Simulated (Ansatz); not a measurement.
Input:

CuSe:
```yaml
crystal:
  lattice:
    - [1.97010, -3.48896, 0.00000]
    - [1.97010, 3.48896, 0.00000]
    - [0.00000, 0.00000, 17.16094]
  atoms:
    - { symbol: Cu, position: [0.34759, 0.65241, 0.61092] }
    - { symbol: Cu, position: [0.65241, 0.34759, 0.38908] }
    - { symbol: Cu, position: [0.65241, 0.34759, 0.11092] }
    - { symbol: Cu, position: [0.34759, 0.65241, 0.88908] }
    - { symbol: Cu, position: [0.41611, 0.58389, 0.25000] }
    - { symbol: Cu, position: [0.58389, 0.41611, 0.75000] }
    - { symbol: Se, position: [0.74389, 0.25611, 0.25000] }
    - { symbol: Se, position: [0.25611, 0.74389, 0.75000] }
    - { symbol: Se, position: [0.98610, 0.01390, 0.06984] }
    - { symbol: Se, position: [0.01390, 0.98610, 0.93016] }
    - { symbol: Se, position: [0.01390, 0.98610, 0.56984] }
    - { symbol: Se, position: [0.98610, 0.01390, 0.43016] }
```

This is the r²SCAN-relaxed structure.

Question: All from DFT-r²SCAN in the program Ansatz with PAW potentials, unless another level is named. Give the electronic character.

Answer: metallic (no gap).

Question: What about the formation energy from the elements (no fitted shifts)?

Answer: -0.18 eV/atom.

Question: Predict the density of states at the Fermi level.

Answer: 0.31 states/eV per atom (mean over ±0.08 eV).

Space group Cmcm. The first step of the workflow began from a Materials Project structure, measured or hypothetical; the Crystallography Open Database copy checked does not list it. COD files the formula under space group No. 194, so this cell is another polymorph or a model. Whether it is the stable phase at ambient conditions was not checked. The r²SCAN relaxation kept the symmetry of its start; its stability against distortions is not shown here. The run is not spin-polarised. The references are the lowest solids computed at this level, not always the standard phases. Scalar-relativistic: spin–orbit coupling is off unless named, which matters more the heavier the elements.

Potentials: the earlier of the program's two PAW sets.
